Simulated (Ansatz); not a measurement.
Relaxed-ion elastic tensor of BiB (zinc blende, space group No. 216) in GPa (Voigt order), LDA in the plane-wave PAW code Ansatz; density 9.22 g/cm³, 19.80 Å³ per atom.

```
 153  54.1  54.1   0.0   0.0   0.0
54.1   153  54.1   0.0   0.0   0.0
54.1  54.1   153   0.0   0.0   0.0
 0.0   0.0   0.0  82.6   0.0   0.0
 0.0   0.0   0.0   0.0  82.6   0.0
 0.0   0.0   0.0   0.0   0.0  82.6
```

**Question.** Is the crystal mechanically stable?

**Answer.** Yes: the smallest eigenvalue of C is 82.6 GPa.

**Question.** Work out the Voigt, Reuss and Hill averages.

**Answer.** K_V = 87.1, K_R = 87.1, K_H = 87.1; G_V = 69.3, G_R = 65.2, G_H = 67.2 GPa.

**Question.** Give Young's modulus, Poisson's ratio, Pugh's ratio and the universal anisotropy index.

**Answer.** E = 9KG/(3K + G) = 160 GPa; ν = 0.19; K/G = 1.30 (brittle by the Pugh limit of 1.75); A_U = 5G_V/G_R + K_V/K_R − 6 = 0.32.

**Question.** Estimate the sound speeds and the Debye temperature.

**Answer.** v_l = √((K + 4G/3)/ρ) = 4380 m/s, v_t = √(G/ρ) = 2700 m/s, mean 2980 m/s; Θ = (h/k)(3n/4πV)^(1/3) v_m = 328 K.

**Question.** Give the Zener ratio and Young's modulus along [100], [110] and [111].

**Answer.** A = 2C44/(C11 − C12) = 1.67; 1/E = S11 − 2(S11 − S12 − S44/2)Γ with Γ = 0, 1/4, 1/3 gives 125, 167, 188 GPa.

Space group F-43m (zinc blende). A made-up cell: these elements were put on the sites of a structure type; neither database checked (COD, Materials Project) lists it. Its standing as an ambient phase is unchecked. The cell was relaxed with LDA under the symmetry of its start; of distortions, only those at the zone centre were tested. Scalar-relativistic: spin–orbit coupling is off unless named, which matters more the heavier the elements.

Potentials: the later of the program's two PAW sets.
